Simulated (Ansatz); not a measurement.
input.yaml (Ansatz)

```yaml
crystal:
  lattice:
    - [0.0, 3.1795800632, 3.1795800632]
    - [3.1795800632, 0.0, 3.1795800632]
    - [3.1795800632, 3.1795800632, 0.0]
  atoms:
    - { symbol: Ba, position: [0.0, 0.0, 0.0] }
hamiltonian:
  xc: r2scan
  pseudopotentials:
    kind: paw
    azcp:
      Ba: "pseudopotentials/Ba.paw.azcp"
basis:
  ecutwfc: 500
  fft_grid_basis: typed
kpoints:
  mp_grid: { grid: [10, 10, 10], shift: [0, 0, 0] }
magnetization:
  spin_polarized: false
scf:
  occupations: { method: fermi_dirac, width: 0.1 }
  lower_state_search: "off"
output:
  stress: true
  write_density: true
  write_potential: true
  elf: true
  volumetric_format: npy
```

Output

```
Engine: ansatz 0.2.0, x86_64-unknown-linux-gnu
Pseudopotentials: kind: paw
Pseudopotential: Ba, paw, valence charge 10, recommended cutoff 500 eV (meta_gga) 
Functional definition: r2SCAN
  parameter k0 = 0.174
  parameter k1 = 0.065
  parameter a1 = 4.9479
  exchange = r2scan_x(k0 = k0, k1 = k1, a1 = a1)
  correlation = r2scan_c
Crystal: 1 atoms, lattice volume = 64.289 Å³
Basis set: ecut = 500 eV, 1639 PW (Γ), exchange–correlation on 144×144×144 points (64 copies of the dense FFT grid, shifted against one another)
Bands: 9, of which v1, the nominal top of the filled ones, is band 5 counted from 1 (4 counted from 0)
Symmetry: 48 space group operations
Space group: Fm-3m (ITA 225), of the structure as read, at distance tolerance 4.0e-5 Å
k-points: 47 of 1000
Non-local potential: Ba, projectors of the file, l = 0: 3, l = 1: 2, l = 2: 2, l = 3: 2
PAW form: soft (Blöchl's): semilocal exchange-correlation on the pseudo side does not see the compensation charge
PAW frozen core: Ba, regenerated for the run's functional (the file was generated under x = pbe(κ = 0.804, μ = 0.2195149727645171), c = pbe(β = 0.06672455060314922))
PAW one-centre angular grid: Ba, 302 points (default); XC on 160 Gauss nodes
Initial density: superposition of atomic densities (neutral atoms: chi_scale 0, normalization atom), corrected by the library's trained network
Initial wavefunctions: pseudopotential atomic-orbital guess
Functional: x = r2scan, c = r2scan; τ floored in thin density (d = 2e-4 eV/Å³)
SCF iter   1: F=-5964.440284 eV  HF=-5964.398240 eV  |F-HF|=4.20e-2  |Δ(HF+E_count)|=         —  Δρ=2.96e-3  dr2=1.12e-2  dr2_τ=1.04e-3  ethr=1.77e-3  ⟨swp⟩=7.3  Hψ=4056  notcnv=0
SCF iter   2: F=-5964.445855 eV  HF=-5964.447552 eV  |F-HF|=1.70e-3  |Δ(HF+E_count)|=   4.93e-2  Δρ=2.12e-3  dr2=6.55e-3  dr2_τ=1.40e-4  ethr=1.12e-4  ⟨swp⟩=2.0  Hψ=1169  notcnv=0
SCF iter   3: F=-5964.446993 eV  HF=-5964.446900 eV  |F-HF|=9.31e-5  |Δ(HF+E_count)|=   6.52e-4  Δρ=5.66e-4  dr2=5.49e-4  dr2_τ=1.37e-5  ethr=6.55e-5  ⟨swp⟩=3.0  Hψ=782  notcnv=0
SCF iter   4: F=-5964.447047 eV  HF=-5964.447066 eV  |F-HF|=1.95e-5  |Δ(HF+E_count)|=   1.66e-4  Δρ=2.00e-4  dr2=6.40e-5  dr2_τ=2.91e-7  ethr=5.49e-6  ⟨swp⟩=2.5  Hψ=659  notcnv=0
SCF iter   5: F=-5964.447052 eV  HF=-5964.447051 eV  |F-HF|=7.87e-7  |Δ(HF+E_count)|=   1.53e-5  Δρ=1.96e-5  dr2=4.33e-7  dr2_τ=7.26e-8  ethr=6.40e-7  ⟨swp⟩=2.9  Hψ=637  notcnv=0
SCF iter   6: F=-5964.447052 eV  HF=-5964.447052 eV  |F-HF|=1.90e-8  |Δ(HF+E_count)|=   1.07e-6  Δρ=1.26e-5  dr2=2.50e-7  dr2_τ=6.09e-10  ethr=1.00e-9  ⟨swp⟩=11.2  Hψ=3972  notcnv=0
SCF iter   7: F=-5964.447052 eV  HF=-5964.447052 eV  |F-HF|=2.76e-9  |Δ(HF+E_count)|=   7.62e-9  Δρ=1.60e-6  dr2=2.71e-9  dr2_τ=1.10e-10  ethr=1.00e-9  ⟨swp⟩=6.0  Hψ=2466  notcnv=0
SCF 1 converged in 7 iterations: F = -5964.447052 eV  dr2 = 2.71e-9
SCF converged after 7 iterations
Free energy (F): -5964.447052 eV
Harris-Foulkes:  -5964.447052 eV  (|F-HF|=2.76e-9)
Internal energy: -5964.393456 eV  (E = F + TS)
E sigma→0 (E₀):  -5964.420254 eV
Entropy (-TS):   -0.053596 eV (-53.596 meV/atom)
Fermi energy:    5.825516 eV
--- Per-component energies (eV) ---
  E_band       = -91.614280
  E_kinetic    = 166.301698
  E_local      = -380.935248  (includes V_loc(G=0)·N_el)
  E_nonlocal   = 55.851531
  E_hartree    = 119.983881
  E_xc         = -154.968437
  E_vxc        = -144.679308  (∫ρ·V_xc dr)
  E_paw        = -5251.600536  (= ΣΔE_a)
  E_vpaw       = -35.317819  (= ΣTr[D̂ρ^β])
  E_aug_tail   = -0.000001  (compensation charges beyond the density's cutoff)
  E_vtau       = 7.197544  (kinetic-family band-sum trace: ∫τ·v_τ [+ j·A + Jᵃ·Aᵃ] dr)
  E_ewald      = -519.096761
  E_core_change = 0.070416  (= ΣΔE_core)
  E_smearing   = -0.053596  (= −TS)
  E_closure    = 0.000000  (closes the sum)
  Σ components = -5964.447052   (vs F -5964.447052, Δ=0.00e0)
--- Stress (GPa, compression-positive) ---
        0.360475      -0.000000       0.000000
       -0.000000       0.360475       0.000000
        0.000000       0.000000       0.360475
  P = ⅓ Tr σ = 0.3605 GPa (3.605 kbar)
--- Band table (eV; the first three rows and the last of 47) ---
  k-point 0: bands = ["-24.1494", "-8.7143", "-8.7143", "-8.7143", "2.9062", "7.8174", "7.8174", "7.8174", "9.4088"]
  k-point 1: bands = ["-24.1456", "-8.7599", "-8.7198", "-8.7198", "3.0863", "7.5524", "7.8946", "7.8946", "9.2662"]
  k-point 2: bands = ["-24.1355", "-8.8764", "-8.7342", "-8.7342", "3.5780", "7.0731", "7.9936", "7.9936", "9.1521"]
  k-point 46: bands = ["-24.0956", "-9.0448", "-8.9645", "-8.8788", "5.5834", "6.2707", "6.8721", "8.3474", "10.9466"]
```

Command:

```sh
ansatz run input.yaml --threads 1 --pin off --max-ram 3584MiB --backend cpu --events-out ev --progress --plain --runs-dir out
```

On 1 thread of Intel(R) Xeon(R) Platinum 8259CL CPU @ 2.50GHz (Skylake/Cascade Lake) (shared host) this took about 15 s of wall time and 12 s of CPU time.
